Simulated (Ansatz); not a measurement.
Bond compression in ScB$_{2}$

```yaml
crystal:
  lattice:
    - [3.15000, 0.00000, 0.00000]
    - [-1.57500, 2.72798, 0.00000]
    - [0.00000, 0.00000, 3.52000]
  atoms:
    - { symbol: Sc, position: [0.00000, 0.00000, 0.00000] }
    - { symbol: B, position: [0.33333, 0.66667, 0.50000] }
    - { symbol: B, position: [0.66667, 0.33333, 0.50000] }
```

The cell is entry 1510831 of the Crystallography Open Database, unrelaxed.

Its shortest bond, of 1.819 Å between atom 2 (B) and the nearest image of atom 3 (B), is scaled by moving both atoms along it, with the cell held and the other atoms too. The force apart is half the difference of the two atoms' forces along the bond; it holds the pull and push of their other neighbours too.

Computed with Ansatz 0.2.0; functional LDA, scalar-relativistic. Settings: a Γ-centred 11×11×9 k mesh, Fermi–Dirac smearing of 0.05 eV, no spin polarisation. Methods: LAPW: all electrons, basis error target 1 meV/atom; PAW: frozen-core files, cutoff 420 eV; crystal datasets: all electrons, by PAW datasets that the program makes for each cell; PAW (partial waves polarizable): frozen-core files, cutoff 420 eV.

Energies are extrapolated to zero smearing and count from the unscaled cell; pressure is positive in compression; gaps take the mesh and a band path. No temperature or zero-point motion is included.

The PAW files were made under PBE.

| bond (Å) | force apart (eV/Å) | P LAPW (GPa) | ΔE LAPW (eV/atom) | P PAW − LAPW (GPa) | ΔE PAW − LAPW (meV/atom) | force PAW − LAPW (eV/Å) |
| --- | --- | --- | --- | --- | --- | --- |
| 1.819 | 0.00 | -9.80 | 0.000 | 0.01 | 0.0 | 0.000 |
| 1.710 | 1.42 | -8.86 | 0.025 | 0.01 | -0.1 | -0.001 |
| 1.382 | 10.61 | 10.25 | 0.581 | -0.05 | -0.3 | -0.016 |
| 1.164 | ? | ? | 1.898 | -0.50 | -7.5 | -0.233 |

Task: Fill in "force apart (eV/Å)" for the row "1.164".

Result: 28.37.

Task: Give the missing entry: row "1.164", column "P LAPW (GPa)".

Result: 45.8.

Task: At the last bond length, how far do crystal datasets and PAW (partial waves polarizable) lie from LAPW in pressure and in the largest force component?

Result: crystal datasets: 0.00 GPa, 0.001 eV/Å; PAW (partial waves polarizable): -0.50 GPa, 0.201 eV/Å, on a LAPW pressure of 45.8 GPa.

Task: How do the Löwdin populations by LAPW change from the unscaled cell to the last row, on the two atoms of the bond?

Result: B2 2s 0.79 → 0.74, B2 2p 2.65 → 2.70, B3 2s 0.79 → 0.74, B3 2p 2.65 → 2.70 electrons an atom. These are projections on the shells that the free atoms fill; 0.02 e a cell lies outside them at the start and 0.04 e at the end.
